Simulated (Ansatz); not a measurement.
CuTi₄S₈ in space group P-3m1 (No. 164; Pearson symbol hP13) at seven volumes, plane-wave PAW r²SCAN+D4 (Ansatz code), shape and atoms relaxed at each. One row is withheld.

```json
[
 {"V (Å³/atom)": "16.272", "P (GPa)": "7.56"},
 {"V (Å³/atom)": "16.809", "P (GPa)": "4.55"},
 {"V (Å³/atom)": "17.345", "P (GPa)": "2.06"},
 {"V (Å³/atom)": "17.882", "P (GPa)": "0.00"},
 {"V (Å³/atom)": "18.418", "P (GPa)": "-1.68"},
 {"V (Å³/atom)": "18.954", "P (GPa)": "-3.04"},
 {"V (Å³/atom)": "19.491", "P (GPa)": "?"}
]
```

Q: Fit the shown pressures and predict the withheld one.

A: Third-order Birch–Murnaghan: P = (3/2)B₀(x^(7/2) − x^(5/2))[1 + (3/4)(B′ − 4)(x − 1)] with x = (V₀/V)^(2/3). Least squares on the six rows gives V₀ = 17.884 Å³/atom, B₀ = 61.65 GPa, B′ = 5.54. At V = 19.491, x = 0.9443 and P = -4.18 GPa. The run itself gave -4.11 GPa.

The cell is a constructed one: a structure type filled with these elements; neither database checked (COD, Materials Project) lists it. Whether it is the stable phase at ambient conditions was not checked. Symmetry was held in the r²SCAN+D4 relaxation; whether a distortion lowers the energy is not shown. No spin polarisation was allowed.

Potentials: the later of the program's two PAW sets.
